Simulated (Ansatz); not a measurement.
**LaHfNO₂: computed property card**

LaHfNO₂:
```yaml
crystal:
  lattice:
    - [-2.92800, 2.93210, 4.05173]
    - [2.92800, -2.93210, 4.05173]
    - [2.92800, 2.93210, -4.05173]
  atoms:
    - { symbol: La, position: [0.75000, 0.98012, 0.23012] }
    - { symbol: La, position: [0.25000, 0.51988, 0.26988] }
    - { symbol: Hf, position: [0.01555, 0.75000, 0.76555] }
    - { symbol: Hf, position: [0.48445, 0.25000, 0.73445] }
    - { symbol: N, position: [0.31123, 0.56123, 0.75000] }
    - { symbol: N, position: [0.18877, 0.93877, 0.25000] }
    - { symbol: O, position: [0.75000, 0.39634, 0.64634] }
    - { symbol: O, position: [0.25000, 0.10366, 0.85366] }
    - { symbol: O, position: [0.80504, 0.55504, 0.25000] }
    - { symbol: O, position: [0.69496, 0.94496, 0.75000] }
```

Space group I2_12_12_1 (No. 24); conventional cell a = 5.8560 Å, b = 5.8642 Å, c = 8.1035 Å, α = β = γ = 90.00°.

Method: plane-wave PAW r²SCAN (Ansatz code). Structure relaxed to zero pressure with the same functional. Other levels are named where they apply.

Cell and energy:

- Volume per atom = 13.91 Å³
- Density = 8.67 g/cm³
- Formation energy from the elements (no fitted shifts) = -3.08 eV/atom

Electronic structure:

- Band gap = 2.87 eV (indirect)
- Valence-band maximum = at X (k = 0.500, 0.500, 0.500 in fractions of the reciprocal vectors)
- Conduction-band minimum = at Γ
- Smallest direct gap on the standard path = 3.08 eV
- Electron effective mass = 0.38, 0.74, 2.0 mₑ (principal values)
- Hole effective mass = 0.64, 1.2, 4.9 mₑ (principal values)

Mechanics:

- Bulk modulus (Birch–Murnaghan fit): 183 GPa
- Pressure derivative B′: 4.2

The start of the workflow was typed in or built on a structure type; neither database checked (COD, Materials Project) lists it. Whether it is the stable phase at ambient conditions was not checked. The cell was relaxed with r²SCAN under the symmetry of its start; whether a distortion lowers the energy is not shown. The run is not spin-polarised. The references are the lowest solids computed at this level, not always the standard phases (solids in place of the gases). Scalar-relativistic: spin–orbit coupling is off unless named, which matters more the heavier the elements.

Potentials: the earlier of the program's two PAW sets.
